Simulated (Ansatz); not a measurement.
NaAuO2:
```
NaAuO2
1.0
    3.31557     1.50702     0.00000
   -3.31557     1.50702     0.00000
   -2.98113     0.00000     5.37230
Na Au O
1 1 2
Direct
  0.50000   0.50000   0.50000
  0.50000   0.50000   0.00000
  0.09020   0.90980   0.24606
  0.90980   0.09020   0.75394
```

Relaxed with PBEsol.

Task: Map the electron localisation function on the plane through (0.500, 0.500, 0.500) spanned by u = [1, -1, 1] and v = [-1, 1, 1] in lattice vectors, from the program Ansatz at the PBEsol level (PAW).

Result: x is the fraction of u, y of v (the angle between them is 95°; rows are the nearest grid lines); atoms in the plane: Na at (0.00, 0.00), Na at (0.50, 0.50), Au at (0.25, 0.25), Au at (0.75, 0.75), O at (0.17, 0.58), O at (0.67, 0.08), O at (0.33, 0.92), O at (0.83, 0.42).
```
y \ x   0.000  0.0938  0.188  0.281  0.375  0.469  0.531  0.625  0.719  0.812  0.906   1.00
------  -----  ------  -----  -----  -----  -----  -----  -----  -----  -----  -----  -----
1.00    0.162   0.602  0.065  0.696  0.524  0.118  0.118  0.524  0.696  0.065  0.602  0.162
0.925   0.291   0.015  0.765  0.741  0.506  0.519  0.098  0.039  0.030  0.019  0.035  0.291
0.850   0.027   0.016  0.464  0.835  0.837  0.231  0.039  0.252  0.388  0.328  0.116  0.027
0.775   0.084   0.013  0.012  0.034  0.043  0.037  0.207  0.503  0.595  0.655  0.376  0.084
0.700   0.051   0.126  0.320  0.100  0.013  0.033  0.107  0.419  0.616  0.511  0.364  0.051
0.625   0.169   0.850  0.865  0.784  0.101  0.011  0.021  0.097  0.255  0.231  0.046  0.169
0.550   0.177   0.714  0.715  0.857  0.022  0.620  0.622  0.092  0.025  0.073  0.063  0.177
0.450   0.177   0.063  0.073  0.025  0.092  0.622  0.620  0.022  0.857  0.715  0.714  0.177
0.375   0.169   0.046  0.231  0.255  0.097  0.021  0.011  0.101  0.784  0.865  0.850  0.169
0.300   0.051   0.364  0.511  0.616  0.419  0.107  0.033  0.013  0.100  0.320  0.126  0.051
0.225   0.084   0.376  0.655  0.595  0.503  0.207  0.037  0.043  0.034  0.012  0.013  0.084
0.150   0.027   0.116  0.328  0.388  0.252  0.039  0.231  0.837  0.835  0.464  0.016  0.027
0.0750  0.291   0.035  0.019  0.030  0.039  0.098  0.519  0.506  0.741  0.765  0.015  0.291
0.000   0.162   0.602  0.065  0.696  0.524  0.118  0.118  0.524  0.696  0.065  0.602  0.162
```

The density is the valence pseudo-density with augmentation charge, so density and ELF within about 1 Å of a nucleus are not all-electron values.

Space group C2/m. The workflow started from a Materials Project entry (that database holds measured and hypothetical structures alike); the Crystallography Open Database copy checked does not list it. Whether it is the stable phase at ambient conditions was not checked. The cell was relaxed with PBEsol under the symmetry of its start; whether a distortion lowers the energy is not shown. Spin–orbit coupling is left out wherever it is not named.

Potentials: the later of the program's two PAW sets.
